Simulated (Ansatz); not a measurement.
**Energy landscape near a CsGe structure**

These are results of DFT PBEsol, scalar-relativistic, plane waves, PAW (Ansatz 0.2.0), not measurements.

Settings: cutoff 420 eV, Γ-centred mesh 8×8×10 on the computed 4-atom cell, Gaussian smearing of 0.10 eV; no spin polarisation.

Reference cell:

```yaml
crystal:
  lattice:
    - [2.88280, -7.11698, 0.00000]
    - [2.88280, 7.11698, 0.00000]
    - [0.00000, 0.00000, 4.12678]
  atoms:
    - { symbol: Cs, position: [0.64824, 0.35176, 0.75000] }
    - { symbol: Cs, position: [0.35176, 0.64824, 0.25000] }
    - { symbol: Ge, position: [0.94775, 0.05225, 0.75000] }
    - { symbol: Ge, position: [0.05225, 0.94775, 0.25000] }
```

Each variant moves atoms of this cell by the vectors given, if any (Å), and then applies a symmetric strain (tensor components, Cartesian axes). The reference cell isn't relaxed at this level. Energies are per atom at zero smearing, counted from the lowest variant. Pressure is positive in compression.

1. strain (xx yy zz yz xz xy, %) 2.56 -7.88 -0.33 0.00 0.00 0.00; moves: Cs1 (0.000, -0.016, 0.000); Cs2 (0.000, 0.016, 0.000); Ge3 (0.000, -0.039, 0.000); Ge4 (0.000, 0.039, 0.000)
2. strain (xx yy zz yz xz xy, %) -4.56 -6.73 3.36 0.00 0.00 0.00; moves: Cs1 (0.000, 0.002, 0.000); Cs2 (0.000, -0.002, 0.000); Ge3 (0.000, 0.085, 0.000); Ge4 (0.000, -0.085, 0.000)
3. strain (xx yy zz yz xz xy, %) -1.11 0.74 0.04 0.00 0.00 0.00; moves: Cs1 (0.000, -0.085, 0.000); Cs2 (0.000, 0.085, 0.000); Ge3 (0.000, -0.002, 0.000); Ge4 (0.000, 0.002, 0.000)

(1) Order the variants by energy, lowest first.

(2) Order them by pressure, highest first.

## Answers

(1) 1 (0.0 meV/atom), 3 (6.7 meV/atom), 2 (24.1 meV/atom).

(2) 1 (-0.30 GPa), 2 (-0.88 GPa), 3 (-1.68 GPa).